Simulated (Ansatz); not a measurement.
A distorted cell of ZnS (zinc blende):

```xyz
4
Lattice="0.0000 5.4435 5.4435 2.7217 2.7217 5.4435 2.7217 2.7217 0.0000" Properties=species:S:1:pos:R:3 pbc="T T T"
S      4.0421     9.5261     9.5261
S      4.1231     6.8044     6.8044
Zn     0.0000    -0.0667     0.0000
Zn     2.7217     5.5102     8.1652
```

Calculation: PBE (plane waves to 420 eV, PAW, scalar-relativistic; Ansatz, a first-principles code). k mesh 10×10×10 (Γ-centred), Fermi-Dirac smearing 0.05 eV. Compression counts positive. The PAW data are Ansatz's earlier set. ZnS was relaxed with its symmetry unable to fall.

### Question
Predict the force on every atom, in eV/Å.

### Answer
```
atom      Fx      Fy     Fz
----  ------  ------  -----
S1     0.039   0.000  0.000
S2    -0.039   0.000  0.000
Zn3    0.000   0.128  0.000
Zn4    0.000  -0.128  0.000
```

(A displaced cell: forces are minus the slopes of the energy, force constants its curvatures, and phonons follow from these.)
